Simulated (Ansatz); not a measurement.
Simulated powder pattern, neutron, λ = 1.5401 Å (kinematic, ideal powder, no thermal factors, coherent scattering alone; the 30 strongest lines at most, above 1 %, up to 2θ = 90°):

| 2θ (°) | d (Å) | I/Imax (%) |
|---|---|---|
| 33.26 | 2.690 | 62 |
| 36.04 | 2.489 | 46 |
| 37.97 | 2.367 | 93 |
| 49.85 | 1.827 | 39 |
| 59.44 | 1.553 | 92 |
| 66.07 | 1.412 | 100 |
| 69.84 | 1.345 | 18 |
| 71.51 | 1.318 | 90 |
| 72.74 | 1.299 | 33 |
| 76.44 | 1.245 | 4.7 |
| 81.18 | 1.183 | 19 |
| 85.95 | 1.130 | 6.3 |

The pattern belongs to a structure relaxed with plane-wave PAW r²SCAN (Ansatz code).

### Question
Which of these materials gives this?
A) AlN, wurtzite
B) InSb, zinc blende
C) MgO, rock salt
D) La, dhcp (α-La type)

### Answer
A, AlN, wurtzite

### Question
Give the lattice parameters.

### Answer
a = 3.107 Å, c = 4.979 Å.

Space group P6_3mc (wurtzite). The cell was relaxed with r²SCAN under the symmetry of its start; phonons on a q-mesh show no instability.

Potentials: the later of the program's two PAW sets.
